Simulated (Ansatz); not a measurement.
**Sc (P6_3/mmc), clamped-ion strain scan**

All numbers below come from DFT PBEsol, scalar-relativistic, plane waves, PAW in Ansatz. The runs took a 420 eV cutoff, a Γ-centred 18×18×10 mesh and Gaussian smearing (0.15 eV). No spin polarisation. Energies are free energies at this smearing, counted from the undisturbed cell; pressure is positive in compression.

The undisturbed cell (as given, not relaxed at this level; it stands at -2.8 GPa):

```
Sc
1.0
     3.30880    0.00000    0.00000
    -1.65440    2.86550    0.00000
     0.00000    0.00000    5.26800
Sc
2
Cartesian
  0.0000 1.9103 1.3170
  1.6544 0.9552 3.9510
```

The cell is strained by ε times the Voigt pattern (0, 0, 1, 0, 0, 0) (xx, yy, zz, yz, xz, xy; engineering shear) with fractional coordinates fixed. The cell is metallic on the mesh throughout.

```csv
ε,ΔE (meV/atom)
-0.0200,-9.1
-0.0150,-7.4
-0.0100,-5.3
-0.0050,-2.8
0.0000,0.0
0.0050,3.2
0.0100,6.6
0.0150,10.4
0.0175,12.5
0.0200,14.6
```

Predict the pressure (GPa) at each point.

```tsv
ε	pressure (GPa)
-0.0200	-1.8
-0.0150	-2.1
-0.0100	-2.3
-0.0050	-2.5
0.0000	-2.8
0.0050	-3.0
0.0100	-3.2
0.0150	-3.4
0.0175	-3.5
0.0200	-3.6
```